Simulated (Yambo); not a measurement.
## How GW settings move the gap: WSe₂ monolayer

G0W0@PBEsol for a free-standing WSe2 monolayer (symmetry P-6m2, slab cell 16.3 Å high) in Yambo. Reference settings: 6×6×1 Γ-centred k mesh, bands 25 to 228 and a 7 Ry block in the screening, 228 bands in G with the Bruneval-Gonze terminator, plasmon pole fitted at 27.2 eV, slab-truncated Coulomb interaction, stochastic integration of W near q = 0. The PBEsol gap K → (0.167, 0.167) on this mesh is 1.35 eV; G0W0 gaps are taken between the same points.

```json
[
 {"change from the reference": "reference settings", "G0W0 gap K → (0.167, 0.167) (eV)": "1.96", "shift of the valence edge (eV)": "-0.13", "rough Yambo cost": "1"},
 {"change from the reference": "100 bands in W, 100 bands in G", "G0W0 gap K → (0.167, 0.167) (eV)": "1.96", "shift of the valence edge (eV)": "0.15", "rough Yambo cost": "about 1/2"},
 {"change from the reference": "154 bands in W, 154 bands in G", "G0W0 gap K → (0.167, 0.167) (eV)": "1.96", "shift of the valence edge (eV)": "-0.02", "rough Yambo cost": "within a factor of two"},
 {"change from the reference": "100 bands in G", "G0W0 gap K → (0.167, 0.167) (eV)": "1.97", "shift of the valence edge (eV)": "-0.04", "rough Yambo cost": "–"},
 {"change from the reference": "154 bands in G", "G0W0 gap K → (0.167, 0.167) (eV)": "1.96", "shift of the valence edge (eV)": "-0.10", "rough Yambo cost": "–"},
 {"change from the reference": "118 bands in W", "G0W0 gap K → (0.167, 0.167) (eV)": "1.96", "shift of the valence edge (eV)": "0.01", "rough Yambo cost": "within a factor of two"},
 {"change from the reference": "no stochastic integration of W", "G0W0 gap K → (0.167, 0.167) (eV)": "3.36", "shift of the valence edge (eV)": "-0.84", "rough Yambo cost": "–"},
 {"change from the reference": "3 Ry block", "G0W0 gap K → (0.167, 0.167) (eV)": "1.90", "shift of the valence edge (eV)": "0.02", "rough Yambo cost": "within a factor of two"},
 {"change from the reference": "pole fitted at 55 eV", "G0W0 gap K → (0.167, 0.167) (eV)": "2.00", "shift of the valence edge (eV)": "-0.22", "rough Yambo cost": "–"},
 {"change from the reference": "100 bands in G, no terminator", "G0W0 gap K → (0.167, 0.167) (eV)": "1.96", "shift of the valence edge (eV)": "0.55", "rough Yambo cost": "–"},
 {"change from the reference": "154 bands in G, no terminator", "G0W0 gap K → (0.167, 0.167) (eV)": "1.96", "shift of the valence edge (eV)": "0.27", "rough Yambo cost": "–"},
 {"change from the reference": "no terminator", "G0W0 gap K → (0.167, 0.167) (eV)": "1.96", "shift of the valence edge (eV)": "0.10", "rough Yambo cost": "–"}
]
```

The reference isn't shown to be the converged limit. Costs are rough (shared machines), scaled to the same edge states, and given only for runs that recompute the screening. Without the stochastic integration, the mesh misses the sharp change of W near q = 0 in a layer: the 1.40 eV of that row are a sampling artefact.

The standard potential for Se keeps a d shell in the valence without the s and p states of that shell. In tests on such compounds this moved G0W0 gaps by up to about 0.9 eV, so absolute quasiparticle energies here are unreliable; differences between settings are what counts.

Spin-orbit coupling is included.

Geometry relaxed with PBEsol; primitive cell a = b = 3.271 Å, c = 16.300 Å, α = β = 90.00°, γ = 120.00°.

A shift is the quasiparticle energy of the state minus its PBEsol energy.
